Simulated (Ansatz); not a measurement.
This SnPb3Se4 structure is the end of a relaxation. The cell was found from a structure generator's guess, not taken from experiment.

All numbers below come from Ansatz 0.2.0, DFT PBE, scalar-relativistic, plane waves, PAW. Cutoff 420 eV, Γ-centred mesh, Gaussian smearing, no spin polarisation.

```
Sn Pb Se
1.0
     4.37100   -6.18153    0.00000
     4.37100    6.18153    0.00000
     0.00000    0.00000    4.37119
Sn Pb Se
1 3 4
Direct
  0.00000 0.00000 0.00000
  0.00000 0.50000 0.50000
  0.50000 0.00000 0.50000
  0.50000 0.50000 0.00000
  0.75271 0.24729 0.00000
  0.75531 0.75531 0.50000
  0.24469 0.24469 0.50000
  0.24729 0.75271 0.00000
```

Formation energies are uncorrected and refer to the elements' standard structures at the same level. The references include grey tin.

**Question.** Find its symmetry and describe it.

**Answer.** Cmmm (No. 65), with Sn and Pb ordered on rock salt sites. Conventional cell: a = 8.742 Å, b = 12.363 Å, c = 4.371 Å. Sn is surrounded by 6 Se at 3.06 Å; around Pb on a site of symmetry 2/m lie 6 Se at 3.09 Å; Pb on a site of symmetry mmm has 6 Se at 3.12 Å; around Se on a site of symmetry m2m lie 1 Sn at 3.06 Å and 5 Pb at 3.09–3.12 Å; 1 more site not described.

**Question.** What is its formation energy per atom?

**Answer.** −0.53 eV/atom. Whether it is stable depends on the other phases of the system, which aren't compared here.

**Question.** Is it a metal?

**Answer.** There is no gap on the 6×6×8 mesh, but valence and conduction bands meet within 0.015 eV, so at this level it has a zero gap rather than a metal's Fermi surface.

The last run used a 6×6×8 mesh (in the run's order of axes) for its 8-atom cell and Gaussian smearing of 0.10 eV. These runs have no spin–orbit coupling, which can matter for Pb. The zero gap may come from the functional, which often closes small gaps. The reference form of Se is held partly by dispersion forces, which this level lacks. A structure relaxed within its symmetry needn't be a true minimum.
